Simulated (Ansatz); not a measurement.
NbPO5 in space group P4/nmm (No. 129; Nb on 2c, P on 2b, O on 8i, O on 2c), PBEsol in the plane-wave PAW code Ansatz, all energies at zero smearing, with the estimated change up to a 700 eV cutoff added, with one set of potentials and settings (totals compare only within such a set). Cell of 14 atoms (2 Nb, 2 P, 10 O): -16089.417 eV.

| element | reference phase | E (eV/atom) |
|---|---|---|
| Nb | Im-3m, 1 atoms in the cell | -4495.4542 |
| P | Cmce, 4 atoms in the cell | -740.0371 |
| O | C2/m, 4 atoms in the cell, spin-polarised | -558.3554 |

Formation energy per atom, worked out: (-16089.417 − 2×(-4495.4542) − 2×(-740.0371) − 10×(-558.3554))/14 = -2.491 eV/atom (-240 kJ per mol of atoms), at 0 K, without zero-point energy or fitted corrections.

The workflow started from a Materials Project entry (that database holds measured and hypothetical structures alike); the Crystallography Open Database files this formula in space group No. 129, but the cells were not matched. Whether it is the stable phase at ambient conditions was not checked. The PBEsol relaxation kept the symmetry of its start; whether a distortion lowers the energy is not shown. The run is not spin-polarised. The references are the lowest solids computed at this level, not always the standard phases (solids in place of the gases).

Potentials: the later of the program's two PAW sets.
